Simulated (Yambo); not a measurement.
Material: NaHF2 (space group R-3m, No. 166); a = b = c = 5.018 Å, α = β = γ = 40.50° (4 atoms in the cell). Cell and atoms were relaxed with PBE+D3(BJ) from Materials Project entry mp-27837, within its symmetry.

With norm-conserving PBEsol (Quantum ESPRESSO, 88 Ry, without SOC), the gap between the mesh's edge points (Z → Γ) is 6.915 eV.

Question: By how much does one-shot G0W0 (Yambo; 4×4×4 Γ-centred k mesh, bands 2 to 87 and a 8 Ry block in the screening, 87 bands in G with the Bruneval-Gonze terminator, plasmon pole fitted at 27.2 eV) open this gap, and what gap results?

Answer: The correction is 4.645 eV, giving 11.560 eV, 1.7 times the PBEsol value.  Nearest settings tried, and what they do to the gap: 56 bands in G: +3 meV; 42 bands in W: +127 meV; 7 Ry block (103 vectors against 115): +8 meV. Not varied: mesh. So the settings aren't converged at that level.
